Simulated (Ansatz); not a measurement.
GdGa2 (P6/mmm): couplings from the magnetic force theorem

```yaml
crystal:
  lattice:
    - [4.22300, 0.00000, 0.00000]
    - [-2.11150, 3.65723, 0.00000]
    - [0.00000, 0.00000, 4.13700]
  atoms:
    - { symbol: Gd, position: [0.00000, 0.00000, 0.00000] }
    - { symbol: Ga, position: [0.33333, 0.66667, 0.50000] }
    - { symbol: Ga, position: [0.66667, 0.33333, 0.50000] }
```

The geometry is a structure as deposited in COD, held fixed and not relaxed.

Settings: PBEsol, 6×6×5 k mesh, Fermi–Dirac smearing of 0.03 eV. PAW means Ansatz 0.2.0 on its default frozen-core files. Site moments are integrated in spheres about the atoms. Start moments (μB): Gd1 7.1.

Site moments (μB): Gd1 7.06, Ga2 -0.01, Ga3 -0.01. Cell moment 7.25 μB.

Couplings come from the force theorem (directions of the magnetic atoms constrained, all else relaxed) on a 6×6×5 mesh, with E = −Σ J e_i·e_j over ordered pairs of unit vectors, so positive J favours parallel moments.

```json
{"pair": "Gd1–Gd at 4.14 Å", "count": "2", "J PAW (meV)": "+0.18"}
{"pair": "Gd1–Gd at 4.22 Å", "count": "6", "J PAW (meV)": "-0.45"}
{"pair": "Gd1–Gd at 5.91 Å", "count": "12", "J PAW (meV)": "+0.16"}
{"pair": "Gd1–Gd at 7.31 Å", "count": "6", "J PAW (meV)": "+0.02"}
{"pair": "Gd1–Gd at 8.27 Å", "count": "2", "J PAW (meV)": "-0.01"}
{"pair": "Gd1–Gd at 8.40 Å", "count": "12", "J PAW (meV)": "+0.13"}
{"pair": "Gd1–Gd at 8.45 Å", "count": "6", "J PAW (meV)": "+0.13"}
{"pair": "Gd1–Gd at 9.29 Å", "count": "12", "J PAW (meV)": "+0.16"}
```

What ordering temperature follows for classical moments?

36.2 K in mean field, and 31.8 K by Tyablikov's decoupling, from all shells, not only those listed. Mean field overestimates it as a rule, and the couplings show only that this order is stable against small turns, not that no other order lies lower.

The couplings come from one mesh, and their convergence in k wasn't tested.

The PAW files were made with PBE; the program remakes their cores once for the run's functional and then keeps them frozen. Without U a semilocal functional puts the f levels too near the Fermi level, which can change moments and the order of magnetic states; site and cell moments are spin moments. Spin–orbit coupling is left out although heavy atoms are present. With open f shells a run can end in a state that isn't the lowest. None of this fixes the real material's magnetic order: only patterns that fit the cell were computed, at zero temperature, with a functional that can overstate moments.
